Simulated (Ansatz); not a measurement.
Input and command of a calculation in Ansatz (plane waves; scalar-relativistic PAW potentials unless the input names others):

```yaml
crystal:
  lattice:
    - [4.8459477048, 0.0, 0.0]
    - [0.0, 4.8459477048, 0.0]
    - [0.0, 0.0, 4.8459477048]
  atoms:
    - { symbol: Si, position: [0.0, 0.0, 0.0] }
    - { symbol: Bi, position: [0.0, 0.5, 0.5] }
    - { symbol: Bi, position: [0.5, 0.0, 0.5] }
    - { symbol: Bi, position: [0.5, 0.5, 0.0] }
basis:
  ecutwfc: 420
kpoints:
  mp_grid: { grid: [0, 10, 10] }
hamiltonian:
  xc: pbe
scf:
  occupations: { method: gaussian, width: 0.1 }
  max_iter: 60
output:
  forces: true
  eigenvalues: true
  stress: true
```

```bash
ansatz run input.yaml --threads 1 --pin off --max-ram 2560MiB --backend cpu --events-out ev --progress --plain --runs-dir out
```

Problem. What is wrong with this input?

Solution. The program refuses it, because of a mesh with a zero (kpoints.mp_grid.grid: [10, 10, 10] → [0, 10, 10]). With the sound run's settings it is accepted.

Abridged log:
```
Error: invalid value for `kpoints.mp_grid.grid`: each dimension must be in 1..=255
```